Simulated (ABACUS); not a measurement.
Input and output of a self-consistent single point for AgNO3 (R3m, 5 atoms in the cell; from Materials Project mp-8196, lattice scaled a little) (ABACUS).

Computed with LDA (PW92), PseudoDojo 0.4 standard norm-conserving LDA (tails mended) pseudopotentials (plane waves; ABACUS 3.10.1).

```
AgNO3
1.0
    2.59870     1.50036     2.88738
   -2.59870     1.50036     2.88738
    0.00000    -3.00072     2.88738
Ag N O
1 1 3
Cartesian
  0.00000   0.00000   8.64517
  0.00000   0.00000   4.97303
  0.00000  -1.27412   4.99295
  1.10342   0.63706   4.99295
 -1.10342   0.63706   4.99295
```

Reference input (self-consistent single point, DFT, LDA (PW92), plane waves, PseudoDojo 0.4 standard norm-conserving LDA (tails mended) pseudopotentials): KPT = Gamma 6 6 6 0 0 0; basis_type = pw; dft_functional = PWLDA; ecutwfc = 86 Ry; smearing_method = gaussian; smearing_sigma = 0.00146997 Ry; potentials = PseudoDojo 0.4 standard norm-conserving LDA (tails mended); symmetry = 1; symmetry_prec = 1e-05; ks_solver = cg; scf_nmax = 100; scf_thr = 1.0e-09 Ry. This run's input differs from it in these lines:

```diff
@@ -56,3 +56,3 @@
 Gamma
-6 6 6 0 0 0
+2 2 2 0 0 0
```

The program printed (abridged):

```
 SELF-CONSISTENT
 -------------------------------------------
                                 init_chg = atomic

 PW ALGORITHM --------------- ION=   1  ELEC=   1--------------------------------

 Density error is 0.680987536404
                          Error Threshold = 0.01
 E_KohnSham     -429.1438564694      -5838.8017096775
 E_Fermi        0.4128684866         5.6173639424

 PW ALGORITHM --------------- ION=   1  ELEC=   2--------------------------------

 Density error is 0.0519557233116
                          Error Threshold = 0.0016213988962
 E_KohnSham     -429.2967222890      -5840.8815558546
   [... lines left out ...]

 Density error is 3.45572218003e-09
                          Error Threshold = 2.16497796791e-10
 E_KohnSham     -429.2967242859      -5840.8815830235
 E_Fermi        0.4409021512         5.9987815171

 PW ALGORITHM --------------- ION=   1  ELEC=  13--------------------------------

 Density error is 1.56285265695e-10
                          Error Threshold = 8.22790995245e-12
 E_KohnSham     -429.2967242873      -5840.8815830419
 E_KS(sigma->0) -429.2967242873      -5840.8815830419
 E_entropy(-TS) -0.0000000000        -0.0000000000
 E_Fermi        0.4409063945         5.9988392494
 charge density convergence is achieved
 final etot is -5840.881583 eV
 EFERMI = 5.9988392494 eV

 STATE ENERGY(eV) AND OCCUPATIONS    NSPIN == 1
   [... 28 lines left out ...]

 TOTAL-FORCE (eV/Angstrom)
                       Ag1         0.0000000000         0.0000000000         0.0541075999
                        N1         0.0000000000         0.0000000000        -0.0178358242
                        O1         0.0000000000         1.1675986849        -0.0120905919
                        O2        -1.0111702652        -0.5837993445        -0.0120905919
                        O3         1.0111702652        -0.5837993445        -0.0120905919

 TOTAL-STRESS (KBAR)
      -120.9810818337        -0.0000000000         0.0000000000
        -0.0000000000      -120.9811156853         0.0000139664
         0.0000000000         0.0000139664       -49.4478062519
 TOTAL-PRESSURE: -97.136668 KBAR

 --------------------------------------------
 !FINAL_ETOT_IS -5840.8815830418516271 eV
 --------------------------------------------
```

The run converged in 13 iterations. Against the reference run the free energy rises by 10.5 meV/atom, the pressure goes from -9.90 to -9.71 GPa, the largest force goes from 1.118 to 1.168 eV/Å and the gap on the mesh goes from 1.530 to 1.517 eV.

Forces above 1 eV/Å remain at this geometry. This run is one point of a test of settings, so its values need not be converged; read them against the reference run alone. The structure comes from a collection of computed structures, made at another level of theory; the collection holds predicted forms beside known ones. Its lattice was then scaled.

Cost on one core: very roughly 18 core-seconds.

“Tails mended”: in these copies of the files the far tail of each local potential was reset to the Coulomb form.
